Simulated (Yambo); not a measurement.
A BSE run in Yambo for LiHF2 (space group R-3m, No. 166) (PBEsol bands; 10×10×10 mesh, 5 valence and 1 conduction bands, static screening with 20 bands and a 4 Ry block, scissor 4.57 eV, Tamm-Dancoff; field along x) gives:

```csv
state,energy (eV),states within 2 meV,relative strength,class
1,10.65,2,< 0.01,dark
2,11.01,2,1.00,strong
3,11.11,1,< 0.01,dark
4,12.06,2,< 0.01,dark
5,12.09,2,0.02,weak
```

Axes are Cartesian, with cell vectors (Å) (1.49, 0.86, 4.39), (-1.49, 0.86, 4.39), (0.00, -1.73, 4.39).

### Question
What changes when the mesh is changed to 6×6×6 (with 6 valence and 3 conduction bands)?

### Answer
The lowest state goes from 10.651 eV to 10.590 eV, and its distance below the direct gap from 2.258 eV to 2.319 eV. These are vertical excitations (zero momentum); the indirect quasiparticle gap, about 12.67 eV, is smaller than the direct one (12.91 eV on the GW mesh). The scissor comes from a G0W0 run whose convergence isn't established.

Geometry relaxed with PBE+D3(BJ); primitive cell a = 4.716 Å, b = 4.716 Å, c = 4.716 Å, α = 36.94°, β = 36.94°, γ = 36.94°.

The structure is a Materials Project entry; no match was found in the copy of COD used, and its stability was not checked.
